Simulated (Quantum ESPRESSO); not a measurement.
# Moving one atom in Hf4PdSnTaW

These are calculations, not measurements. They come from Quantum ESPRESSO 7.5, a public plane-wave density functional program. Each row is one single-point run on a made-up periodic cell of eight metal atoms, with elements, volume, strain and displacements drawn at random and not relaxed, so a cell may be unstable or far from any real phase. There is no spin polarisation or spin-orbit coupling.

Settings: PBE unless stated; PseudoDojo standard norm-conserving files; Fermi-Dirac width 0.25 eV, which means electrons at about 2900 K; cutoff 1116 eV; 5 x 5 x 5 k mesh shifted half a step off Gamma. E is the free energy of the whole cell (internal energy minus TS), so a -TS column is already part of it. Stress is positive in tension, and the pressure P is minus a third of its trace.

Checks: one run of this series was repeated at a higher cutoff and on a denser mesh, which moved values by no more than 0.004 eV, 0.02 GPa and 0.003 eV/Å, and a second program with other atomic files agreed on it to 2 % rms in force and 0.5 GPa in pressure. Known limits: the tin pseudopotential is less sure than most, with forces differing by about three percent from a second method on plain tin; heavy elements are run without spin-orbit coupling, which real alloys of them have; a spin test at this wide smearing found no moment, but such smearing suppresses magnetism that the real alloy may have.

The lattice is face-centred cubic, and the cell vectors in Å are (2.138, 4.368, 2.242); (-0.071, 4.288, -4.254); (-4.396, 4.405, 0.046), a volume of 163.73 Å³. The elements on sites 1 to 8 are Ta Hf Hf Hf W Sn Hf Pd. The runs move the Sn atom on site 6 by u along x from its drawn, already displaced place and keep all else fixed. Forces are on that atom, and E is counted from run 5.

```
run,u (Å),Fx (eV/Å),Fy (eV/Å),Fz (eV/Å),P (GPa),E (meV)
1,-0.1725,1.476,0.749,0.229,0.35,109.3
2,-0.1421,1.175,0.691,0.246,0.24,69.0
3,-0.1021,0.783,0.624,0.269,0.13,29.9
4,-0.0740,0.509,0.584,0.285,0.09,11.7
5,-0.0400,0.179,0.541,0.304,0.06,0.0
6,0.1507,?,?,?,?,?
7,0.1767,-1.910,0.442,0.428,0.67,187.5
```

## Worked fit

A parabola through the runs shown gives Fx = -0.211 - 9.70 u + 0.4 u² eV/Å, with an error of 0.00 on the linear term and a scatter of 0.001 eV/Å. Minus its integral from run 1 to run 7 is 79 meV, and the table's energies differ by 78 meV.

## Withheld run

Question: what Fx should run 6 give?

The fit gives -1.664 ± 0.002 eV/Å. The calculation gave -1.659 eV/Å. This run lies off the fit by more than twice that error, so something that the fit leaves out matters here.
